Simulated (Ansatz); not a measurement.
The following input was run with Ansatz 0.2.0.

```yaml
crystal:
  lattice:
    - [3.1034405789, 0.0, -0.0142741492]
    - [-1.5517202895, 2.7212900855, 0.0071370746]
    - [-0.0158752, 0.0, 3.432352]
  atoms:
    - { symbol: Zr, position: [0.0205317185, 0.0, 0.0987175198] }
    - { symbol: B, position: [0.322188828, 0.6649093746, 0.4506412401] }
    - { symbol: B, position: [0.6572794535, 0.3350906254, 0.4506412401] }
basis:
  ecutwfc: 420
kpoints:
  mp_grid: { grid: [14, 14, 10] }
hamiltonian:
  xc: pbesol
scf:
  occupations: { method: gaussian, width: 0.1 }
output:
  forces: true
  stress: true
  eigenvalues: true
```

It can be run as
```bash
ansatz run input.yaml --threads 1 --pin off --backend cpu --events-out ev --progress --plain --runs-dir out  # memory cap (--max-ram) not shown
```

Method: DFT PBEsol, scalar-relativistic, plane waves, PAW (Ansatz).

Part of what the program printed, abridged (iterations and final results):

```
SCF iter   1: F=—  HF=-4434.644689 eV  |F-HF|=—  |Δ(HF+E_count)|=         —  Δρ=1.09e-2  dr2=5.69e-2  ethr=1.77e-3  ⟨swp⟩=5.3  Hψ=38171  notcnv=0
SCF iter   2: F=—  HF=-4434.635662 eV  |F-HF|=—  |Δ(HF+E_count)|=   9.03e-3  Δρ=7.33e-3  dr2=2.74e-2  ethr=3.16e-4  ⟨swp⟩=1.0  Hψ=11214  notcnv=0
SCF iter   3: F=—  HF=-4434.627182 eV  |F-HF|=—  |Δ(HF+E_count)|=   8.48e-3  Δρ=9.80e-4  dr2=3.53e-4  ethr=1.52e-4  ⟨swp⟩=2.0  Hψ=10449  notcnv=0
SCF iter   4: F=—  HF=-4434.627076 eV  |F-HF|=—  |Δ(HF+E_count)|=   1.05e-4  Δρ=3.16e-4  dr2=2.27e-5  ethr=1.96e-6  ⟨swp⟩=2.0  Hψ=10846  notcnv=0
SCF iter   5: F=—  HF=-4434.627074 eV  |F-HF|=—  |Δ(HF+E_count)|=   2.11e-6  Δρ=6.82e-5  dr2=8.68e-7  ethr=1.26e-7  ⟨swp⟩=2.6  Hψ=10606  notcnv=0
SCF iter   6: F=-4434.627074 eV  HF=-4434.627074 eV  |F-HF|=3.05e-8  |Δ(HF+E_count)|=   1.64e-7  Δρ=1.36e-5  dr2=4.33e-8  ethr=5.56e-10  ⟨swp⟩=6.0  Hψ=33075  notcnv=0
SCF 1 converged in 6 iterations: F = -4434.627074 eV  dr2 = 4.33e-8
SCF converged after 6 iterations
Free energy (F): -4434.627074 eV
Harris-Foulkes:  -4434.627074 eV  (|F-HF|=3.05e-8)
Internal energy: -4434.623019 eV  (E = F + TS)
E sigma→0 (E₀):  -4434.625046 eV
Entropy (-TS):   -0.004056 eV (-1.352 meV/atom)
Fermi energy:    16.655145 eV
--- Per-component energies (eV) ---
  E_band       = -10.092381
  E_kinetic    = 449.523055
  E_local      = -599.965493  (includes V_loc(G=0)·N_el)
  E_nonlocal   = 105.034929
  E_hartree    = 199.452899
  E_xc         = -231.382190
  E_vxc        = -275.686424  (∫ρ·V_xc dr)
  E_paw        = -3051.939476  (= ΣΔE_a)
  E_vpaw       = -87.899862  (= ΣTr[D̂ρ^β])
  E_aug_tail   = 0.000017  (compensation charges beyond the density's cutoff)
  E_ewald      = -1305.541901
  E_core_change = 0.195142  (= ΣΔE_core)
  E_smearing   = -0.004056  (= −TS)
--- Forces (eV/Å), atoms counted from 1 ---
  atom   1  Zr    -2.72947803     0.00000000    -9.76633019
  atom   2  B      1.36472561    -0.15619056     4.88315017
  atom   3  B      1.36472561     0.15619056     4.88315017
--- Stress (GPa, compression-positive) ---
       51.344903       0.000000      17.026900
        0.000000      44.581385       0.000000
       17.026897       0.000000      40.734512
  P = ⅓ Tr σ = 45.5536 GPa (455.536 kbar)
--- Band table (eV; the first three rows and the last of 534) ---
  k-point 0: bands = ["-31.4963", "-9.8800", "-9.2606", "-9.2318", "4.0780", "11.4413", "12.4923", "12.5645", "17.9589", "18.3681", "18.6295", "20.4064", "22.3434"]
  k-point 1: bands = ["-31.4936", "-9.9268", "-9.2572", "-9.2290", "4.2321", "11.3063", "12.5488", "12.6200", "17.9423", "18.0955", "18.4064", "20.3650", "22.0547"]
  k-point 2: bands = ["-31.4864", "-10.0471", "-9.2484", "-9.2213", "4.6598", "10.9023", "12.7057", "12.7731", "17.5105", "17.6328", "18.3536", "20.2133", "21.3499"]
  k-point 533: bands = ["-31.3292", "-10.3510", "-9.7949", "-9.6812", "7.3058", "9.1147", "11.0638", "13.9082", "15.1425", "16.7513", "18.1412", "21.0960", "23.0159"]
```

The calculation finished and met its thresholds.